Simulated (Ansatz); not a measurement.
All-electron LAPW in Ansatz 0.2.0 under PBE, scalar-relativistic, energies extrapolated to zero smearing. Slabs are 1×1 cells cut from bulk crystals relaxed on PAW files, with atoms then relaxed, 16 to 20 Å of vacuum, a dipole correction, k spacings of 0.16 to 0.26 Å⁻¹ and smearing of 0.02 to 0.1 eV, without spin–orbit coupling or spin polarisation. The bulk type named needn't be the stable one, and no reconstruction is allowed.

```json
{"slab": "hcp Zn (0001), 3 layers", "area (Å²)": "6.02", "γ (J/m²)": "?", "Φ (eV)": "4.25", "Δd12 (%)": "-3.2"}
{"slab": "hcp Zn (10-10), 6 layers", "area (Å²)": "13.42", "γ (J/m²)": "0.58", "Φ (eV)": "4.34", "Δd12 (%)": "-100.9"}
{"slab": "hcp Zn (0001), 6 layers", "area (Å²)": "6.02", "γ (J/m²)": "?", "Φ (eV)": "4.13", "Δd12 (%)": "-0.9"}
```

Task: Fill in "γ (J/m²)" for the row "hcp Zn (0001), 3 layers".

Result: 0.32.

Task: Fill in "γ (J/m²)" for the row "hcp Zn (0001), 6 layers".

Result: 0.31.
